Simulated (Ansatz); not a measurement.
In$_{2}$TeO$_{2}$:
```yaml
crystal:
  lattice:
    - [3.79647, 0.00000, 0.00000]
    - [-1.89824, 3.28784, 0.00000]
    - [0.00000, 0.00000, 7.03871]
  atoms:
    - { symbol: In, position: [0.66667, 0.33333, 0.80708] }
    - { symbol: In, position: [0.33333, 0.66667, 0.19292] }
    - { symbol: Te, position: [0.00000, 0.00000, 0.50000] }
    - { symbol: O, position: [0.66667, 0.33333, 0.11961] }
    - { symbol: O, position: [0.33333, 0.66667, 0.88039] }
```

Relaxed with r²SCAN. Special points in fractions of this cell's reciprocal vectors: Γ (0.000, 0.000, 0.000); M (0.500, 0.000, 0.000); K (0.333, 0.333, 0.000); A (0.000, 0.000, 0.500); L (0.500, 0.000, 0.500); H (0.333, 0.333, 0.500).

List the band energies nearest the Fermi level at these points for r²SCAN (plane waves, PAW; program Ansatz).

In eV from the Fermi level; about four levels below and three above (degenerate sets whole), none deeper than 8.9 eV; points with the same levels are listed once.

| k | below | above |
|---|---|---|
| Γ | -3.46 -3.46 -2.64 -1.46 | 0.28 0.28 3.28 |
| M | -2.91 -2.38 -0.84 -0.41 | 2.84 3.92 5.25 |
| K | -4.94 -4.94 -2.56 -2.56 -1.61 | 1.63 1.63 4.64 |
| A | -4.41 -4.41 -3.47 -3.47 | 0.28 0.28 1.08 |
| L | -3.96 -1.79 -0.85 -0.19 | 2.64 3.86 5.02 |
| H | -3.84 -3.84 -3.70 -3.70 -1.87 | 1.54 1.54 5.30 |

Space group P-3m1. The start of the workflow was typed in or built on a structure type; neither database checked (COD, Materials Project) lists it. Its standing as an ambient phase is unchecked. Symmetry was held in the r²SCAN relaxation; whether a distortion lowers the energy is not shown. Scalar-relativistic: spin–orbit coupling is off unless named, which matters more the heavier the elements.

Potentials: the later of the program's two PAW sets.
